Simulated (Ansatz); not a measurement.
Polymorphs of W$_{2}$N, each relaxed with DFT-PBE in the program Ansatz with PAW potentials:

A: anti-CdI2 type (P-3m1)
a = b = 2.8184 Å, c = 5.3878 Å, α = β = 90.00°, γ = 120.00°

```
atom  site  symmetry       x       y       z
----  ----  --------  ------  ------  ------
N       1a      -3m.  0.0000  0.0000  0.0000
W       2d       3m.  0.3333  0.6667  0.2691
```

B: P4/mmm
a = 2.984 Å, b = 2.984 Å, c = 4.187 Å, α = 90.00°, β = 90.00°, γ = 90.00°

```json
[
 {"atom": "W", "site": "1a", "symmetry": "4/mmm", "x": "0.0000", "y": "0.0000", "z": "0.0000"},
 {"atom": "W", "site": "1d", "symmetry": "4/mmm", "x": "0.5000", "y": "0.5000", "z": "0.5000"},
 {"atom": "N", "site": "1c", "symmetry": "4/mmm", "x": "0.5000", "y": "0.5000", "z": "0.0000"}
]
```

Task: Rank these by energy per atom at 0 K (lowest first), as PBE gives it.

Result: B (+0 meV/atom), A (+86 meV/atom)

Constructed cells (a structure type filled with these elements, in neither database checked): A; B. All cells were relaxed under the symmetry of their starts (and spin orders); stability against distortions was not tested throughout. Rows with no word on spin ran without spin polarisation. Spin–orbit coupling is left out wherever it is not named.

Energies hold the estimated change up to a 700 eV cutoff; steps of a few meV lie near the error of the meshes.

Potentials: the earlier of the program's two PAW sets.
